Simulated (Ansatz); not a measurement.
## Structure relaxation, MgF$_{2}$

The start is a randomly generated symmetric cell of MgF2 (space group No. 191). The structure is fully relaxed (lattice and positions, P = 0) with PBEsol (plane waves to 420 eV, PAW, scalar-relativistic; Ansatz, an electronic-structure program). The first steps use a coarse 4×4×8 k-mesh.

Input geometry:
```
MgF2
1.0
    6.73860     0.00000     0.00000
   -3.36930     5.83580     0.00000
    0.00000     0.00000     3.06945
F Mg
6 3
Direct
  0.23330   0.00000   0.00000
  0.00000   0.23330   0.00000
  0.76670   0.76670   0.00000
  0.76670   0.00000   0.00000
  0.00000   0.76670   0.00000
  0.23330   0.23330   0.00000
  0.00000   0.00000   0.50000
  0.33333   0.66667   0.00000
  0.66667   0.33333   0.00000
```

Problem. How large is the pressure on the unrelaxed cell, and of which sign?

Solution. +44.9 GPa (positive: the cell is compressed).

Problem. By how much does the energy per atom fall from start to end?

Solution. 2.31 eV/atom.

Problem. How do the shortest distances between atoms change?

Solution. The closest pairs of elements (up to four, under 3.6 Å), start → end: F–F 1.57 → 2.14 Å; F–Mg 2.20 → 2.15 Å; Mg–Mg 3.07 → 3.06 Å.

Problem. Is the relaxed structure metallic? Give its gap.

Solution. 1.19 eV, indirect (valence top at A, conduction bottom at Γ) (no spin-orbit coupling).

Problem. What does it relax into? Give the structure.

Solution. 
```cif
data_F6Mg3
_chemical_formula_sum 'F6 Mg3'
_space_group_name_H-M_alt 'P6/mmm'
_space_group_IT_number 191
_space_group_name_Hall '-P 6 2'
_cell_length_a 6.44218
_cell_length_b 6.44218
_cell_length_c 3.05544
_cell_angle_alpha 90.000
_cell_angle_beta 90.000
_cell_angle_gamma 120.000
loop_
_atom_site_label
_atom_site_type_symbol
_atom_site_symmetry_multiplicity
_atom_site_Wyckoff_symbol
_atom_site_fract_x
_atom_site_fract_y
_atom_site_fract_z
_atom_site_occupancy
F1 F 6 j 0.00000 0.33259 0.00000 1
Mg1 Mg 1 b 0.00000 0.00000 0.50000 1
Mg2 Mg 2 c 0.33333 0.66667 0.00000 1
```

The space group stays P6/mmm (No. 191) (the run could not lower it), with 9 atoms in the primitive cell. Final values are on a 6×6×11 k-mesh of the relaxed cell. No spin polarisation in the result.

The run could not lower the symmetry of its start; a shaken copy of this end point relaxes with PBEsol to P-31m (No. 162), 1.141 eV/atom lower.

The relaxed structure here is a generated cell of MgF2: the first start was made by a random draw of sites in a space group, and the end was not matched to a known phase here, so it may be hypothetical. Known forms of MgF2 include space group No. 136.
